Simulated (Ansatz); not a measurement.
## Data sheet: SrGaSn (DFT)

SrGaSn:
```yaml
crystal:
  lattice:
    - [4.55838, 0.00000, 0.00000]
    - [-2.27919, 3.94767, 0.00000]
    - [0.00000, 0.00000, 18.96256]
  atoms:
    - { symbol: Ga, position: [0.33333, 0.66667, 0.16058] }
    - { symbol: Ga, position: [0.66667, 0.33333, 0.66058] }
    - { symbol: Ga, position: [0.33333, 0.66667, 0.33942] }
    - { symbol: Ga, position: [0.66667, 0.33333, 0.83942] }
    - { symbol: Sr, position: [0.00000, 0.00000, 0.00000] }
    - { symbol: Sr, position: [0.00000, 0.00000, 0.50000] }
    - { symbol: Sn, position: [0.33333, 0.66667, 0.61635] }
    - { symbol: Sn, position: [0.66667, 0.33333, 0.11635] }
    - { symbol: Sn, position: [0.33333, 0.66667, 0.88365] }
    - { symbol: Sn, position: [0.66667, 0.33333, 0.38365] }
    - { symbol: Sr, position: [0.00000, 0.00000, 0.25000] }
    - { symbol: Sr, position: [0.00000, 0.00000, 0.75000] }
```

Space group P6_3/mmc (No. 194); conventional cell a = b = 4.5584 Å, c = 18.9626 Å, α = β = 90.00°, γ = 120.00°.

Method: r²SCAN (plane waves, PAW; program Ansatz). Geometry: relaxed at this level of theory. Other levels are named where they apply.

### Cell and energy

Volume per atom: 28.44 Å³
Density: 5.37 g/cm³
Formation energy from the elements (no fitted shifts): -0.64 eV/atom

### Electronic structure

* **Electronic character**: metallic (no gap)
* **Density of states at the Fermi level**: 0.16 states/eV per atom (mean over ±0.08 eV)
* **Gap with spin–orbit coupling**: none (metallic)

### Mechanics

* **Bulk modulus (Birch–Murnaghan fit)**: 40.5 GPa
* **Pressure derivative B′**: 4.0

### Charges

* **Bader charges**: Ga -0.45, Sr +1.32 to +1.39, Sn -0.90 e

The workflow started from an entry of the Crystallography Open Database (COD). Its standing as an ambient phase is unchecked. Symmetry was held in the r²SCAN relaxation; its stability against distortions is not shown here. Axis ratios of metals converge slowly with the k-mesh, so a and c are less sure than the volume. The references are the lowest solids computed at this level, not always the standard phases. Spin–orbit coupling is left out wherever it is not named.

Potentials: the later of the program's two PAW sets.
